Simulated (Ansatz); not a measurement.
MgO:
```
CELL_PARAMETERS angstrom
      0.00000     2.10215     2.10215
      2.10215     0.00000     2.10215
      2.10215     2.10215     0.00000
ATOMIC_POSITIONS crystal
  Mg 0.00000 0.00000 0.00000
  O  0.50000 0.50000 0.50000
```

Relaxed with r²SCAN.

Tabulate the valence density and the electron localisation function along the shortest Mg–Mg contact (2.97 Å), the program Ansatz at the r²SCAN level (PAW).



```csv
distance from Mg (Å),density (e/Å³),ELF
0.30,16.41,0.33
0.45,6.81,0.42
0.59,1.80,0.35
0.74,0.37,0.12
0.89,0.16,0.03
1.04,0.12,0.03
1.19,0.11,0.05
1.34,0.11,0.07
1.49,0.12,0.07
1.64,0.11,0.07
1.78,0.11,0.05
1.93,0.12,0.03
2.08,0.16,0.03
2.23,0.37,0.12
2.38,1.80,0.35
2.53,6.81,0.42
2.68,16.41,0.33
```

The density is the valence pseudo-density with augmentation charge, so density and ELF within about 1 Å of a nucleus are not all-electron values.

Space group Fm-3m (rock salt). The r²SCAN relaxation kept the symmetry of its start. The volume moved by -16 % from the start of the relaxation.

Potentials: the later of the program's two PAW sets.
